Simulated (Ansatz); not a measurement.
CdF2: which shells make which states

```
Cd F
1.0
     0.00000    2.69400    2.69400
     2.69400    0.00000    2.69400
     2.69400    2.69400    0.00000
Cd F
1 2
Direct
  0.00000 0.00000 0.00000
  0.25000 0.25000 0.25000
  0.75000 0.75000 0.75000
```

Atom numbers follow the list: Cd1, F2, F3.

The geometry is COD entry 9009006, unchecked; take it as a test cell.

These are results of DFT, PBE, all-electron LAPW, scalar-relativistic in Ansatz 0.2.0, not measurements.

Numerical set-up: a Γ-centred 10×10×10 k mesh, Fermi–Dirac smearing of 0.03 eV, basis error target 1 meV/atom, no spin polarisation.

Weights are projections on a minimal set of Löwdin-orthogonalised atomic shells, summed over atoms of an element; the rest lies outside that basis, and weights on diffuse cation s shells are inflated where empty shells are missing from it. Energies are in eV from the valence-band top.

Points: W (0.500, 0.250, 0.750), U (0.625, 0.250, 0.625).

```csv
state,character
"W, -5.03 eV","Cd 4d 76 %, F 2p 24 %"
"W, -4.67 eV","Cd 4d 72 %, F 2p 23 %, Cd 5s 5 %"
"W, -4.65 eV",?
"W, -4.51 eV (×2)","Cd 4d 88 %, F 2p 11 %"
"W, -3.48 eV","F 2p 57 %, Cd 4d 28 %, Cd 5s 15 %"
"W, -2.59 eV","F 2p 74 %, Cd 4d 24 %"
"W, -1.53 eV (×2)",?
"W, -0.60 eV",F 2p 100 %
"W, 0.00 eV","F 2p 90 %, Cd 4d 10 %"
"U, -5.19 eV","Cd 4d 68 %, F 2p 29 %"
"U, -4.78 eV","Cd 4d 88 %, F 2p 12 %"
"U, -4.49 eV","Cd 4d 91 %, F 2p 8 %"
"U, -4.47 eV","Cd 4d 93 %, F 2p 7 %"
"U, -4.38 eV","Cd 4d 83 %, F 2p 14 %"
"U, -3.38 eV","F 2p 60 %, Cd 4d 24 %, Cd 5s 15 %"
"U, -2.52 eV",?
"U, -2.31 eV",?
"U, -0.95 eV",F 2p 96 %
"U, -0.35 eV","F 2p 94 %, Cd 4d 5 %"
"U, -0.20 eV","F 2p 87 %, Cd 4d 12 %"
```

Problem. What belongs in the row "W, -1.53 eV (×2)", column "character"?

Solution. F 2p 87 %, Cd 4d 11 %.

Problem. What belongs in the row "U, -2.52 eV", column "character"?

Solution. F 2p 91 %, Cd 4d 7 %.

Problem. Fill in "character" for the row "W, -4.65 eV".

Solution. Cd 4d 90 %, F 2p 10 %.

Problem. What belongs in the row "U, -2.31 eV", column "character"?

Solution. F 2p 75 %, Cd 4d 23 %.
